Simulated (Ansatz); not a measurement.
With DFT-r²SCAN in the program Ansatz with PAW potentials, LiCl in the zinc blende structure (F-43m) relaxes to a = 5.467 Å. Li has 4 nearest neighbours from 2.37 Å (tetrahedral); Cl has 4 nearest neighbours from 2.37 Å (tetrahedral). Its formation energy from the elements is -2.01 eV/atom, with no fitted shifts.

The Kohn–Sham gap is 6.71 eV (direct). The valence maximum lies at Γ and the conduction minimum at Γ. HSE06 on the same cell gives 7.38 eV. Electrons at the band edge weigh 0.51 mₑ (isotropic).

An equation-of-state fit gives a bulk modulus of 26.3 GPa. The relaxed-ion elastic constants in GPa are C11 = 32.8, C12 = 23.0, C44 = 14.1. The elastic constants imply a Debye temperature near 283 K. Bader charges are Li +0.90, Cl -0.90 e.

The start of the workflow was typed in or built on a structure type; neither database checked (COD, Materials Project) lists it. It is not the phase usual at ambient conditions (space group No. 225). The r²SCAN relaxation kept the symmetry of its start; whether a distortion lowers the energy is not shown. The references are the lowest solids computed at this level, not always the standard phases (solids in place of the gases).

Potentials: the later of the program's two PAW sets.
